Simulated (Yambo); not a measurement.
G0W0@LDA for K₃CoF₆ (space group Fm-3m, No. 225) in Yambo. Reference settings: 2×2×2 Γ-centred k mesh, bands 5 to 303 and a 8 Ry block in the screening, 303 bands in G with the Bruneval-Gonze terminator, plasmon pole fitted at 27.2 eV. The LDA gap X → X on this mesh is 1.18 eV; G0W0 gaps are taken between the same points.

Gap (X → X) in eV against the number of bands and the screening block, terminator on:

```csv
bands (W and G),2 Ry,3 Ry,5 Ry,6 Ry,8 Ry
81,6.833,6.024,5.496,5.390,5.210
121,6.704,5.960,5.312,5.161,5.009
173,6.727,5.936,5.274,5.114,4.963
237,6.700,5.937,5.253,5.109,4.942
303,6.690,5.904,5.273,5.110,4.933
```

Rough cost of the Yambo step against the reference (shared machines):

```csv
bands (W and G),2 Ry,3 Ry,5 Ry,6 Ry,8 Ry
81,1/5,1/5,1/5,1/5,1/4
121,1/3,1/3,1/3,1/3,1/3
173,1/2,1/2,1/2,~1,~1
237,~1,1/2,1/2,~1,~1
303,~1,~1,~1,~1,1
```

At the largest block the last step in bands moves the gap by -0.009 eV; at the most bands the last step in the block moves it by -0.177 eV.

The 3d shell has no Hubbard U; the runs are without spin polarisation, and magnetic order was not tried.

Geometry of the Materials Project entry, not relaxed at this level; primitive cell a = b = c = 6.0481 Å, α = β = γ = 60.00°.

The structure is a Materials Project entry; no match was found in the copy of COD used, and its stability was not checked.
